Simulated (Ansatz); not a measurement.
# What DFT gives for ZrVGa

```xyz
6
Lattice="3.7709 0.0000 0.0000 0.0000 3.7709 0.0000 0.0000 0.0000 7.3602" Properties=species:S:1:pos:R:3 pbc="T T T"
V     0.0000    0.0000    0.0000
V     1.8855    1.8855    0.0000
Zr    1.8855    0.0000    4.7105
Zr    0.0000    1.8855    2.6497
Ga    1.8855    0.0000    1.8768
Ga    0.0000    1.8855    5.4833
```

The numbers come from plane-wave PAW DFT (Ansatz): r2SCAN, no spin polarisation, 500 eV, 9×9×5 Γ-centred k points, gaussian occupations (width 0.1036 eV). Nothing was relaxed.

Problem. What does the stress say?

Solution. The pressure is -2.3 GPa (compression positive), so with the atoms held at these fractions the cell would first shrink. The principal stresses -3.3, -3.3, -0.3 GPa differ, so its shape would change too.

Problem. Describe some of the short contacts.

Solution. V–Ga at 2.66 Å: least valence density 0.27 e/Å³ and ELF 0.28 there. V–V at 2.67 Å: least valence density 0.28 e/Å³ and ELF 0.32 there. Zr–Ga at 2.78 Å: least valence density 0.25 e/Å³ and ELF 0.25 there. Both are smooth PAW fields, read partly inside the augmentation spheres.

Problem. Where is the largest force?

Solution. The largest is on Zr3 (and as large on other atoms): 0.62 eV/Å, components (0.00, 0.00, 0.62). It makes 74° with the line to a nearest neighbour, Ga6 at 2.78 Å.

Problem. Metal or insulator?

Solution. It is a metal, with about 5.6 states/eV a cell as the mean within 0.25 eV of the Fermi level, mostly V d (49 %) and Zr d (39 %).

Problem. How is the charge shared?

Solution. Bader charges in e: Zr +1.31, V +0.37, Ga -1.67. In the mean Zr gives up most and Ga takes most.

Origin: a known structure type with other elements, at an estimated volume, so it need not be a known compound. Caveats: no spin polarisation, so a magnetic state may lie lower.
